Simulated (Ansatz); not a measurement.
# Structure optimisation: boron, dhcp

The calculation used DFT, r2SCAN, plane waves (500 eV) with PAW, scalar-relativistic in Ansatz. The PAW files were generated under PBE, with cores re-solved for the functional.

k-point mesh 17×17×5, Fermi-Dirac smearing 0.1 eV, no spin polarisation. Cell and atoms relax.

Starting structure:

```
B
1.0
     2.10059    0.00000    0.00000
    -1.05030    1.81917    0.00000
     0.00000    0.00000    6.86053
B
4
Cartesian
  0.0000 0.0000 0.0000
  0.0000 0.0000 3.4303
  0.0000 1.2128 1.7151
  1.0503 0.6064 5.1454
```

Q: The pressure at the start is -24.4 GPa. By how much does the volume change?

A: From 6.55 to 9.81 Å³ per atom, 49.7 %. The final cell has a = 1.708 Å, c = 15.534 Å (c/a = 9.095).

The cell has left the dhcp structure type; it ends in P6_3/mmc.

Q: How much energy does the relaxation gain?

A: 855.6 meV per atom.

Path of the relaxation (the plane waves are chosen anew near the end, which can shift the energy a little):

```csv
step,E − E(final) (meV/atom),V (Å³/atom),P (GPa),max force (eV/Å)
0,855.60,6.554,-24.35,0.000
1,806.75,6.167,-12.31,0.000
2,778.53,5.731,7.62,0.000
3,758.77,5.593,17.09,0.000
4,713.10,5.670,16.52,0.000
5,670.16,5.871,9.46,0.000
6,630.89,6.002,7.70,0.000
7,593.50,6.148,6.42,0.000
8,557.49,6.268,6.17,0.000
9,527.35,6.473,2.24,0.000
10,491.21,6.384,11.67,0.000
11,440.98,6.518,9.80,0.000
12,377.89,6.528,13.08,0.000
13,316.74,6.568,16.56,0.000
14,267.75,6.834,8.47,0.000
15,234.18,6.980,7.61,0.000
16,215.82,7.242,1.71,0.000
17,209.98,7.408,1.06,0.000
18,209.86,7.431,-0.12,0.000
19,209.85,7.429,0.01,0.000
20,85.30,7.429,6.33,0.000
21,60.13,7.629,5.33,0.000
22,41.96,7.860,3.42,0.000
23,29.19,8.081,2.20,0.000
24,20.31,8.299,1.40,0.000
```
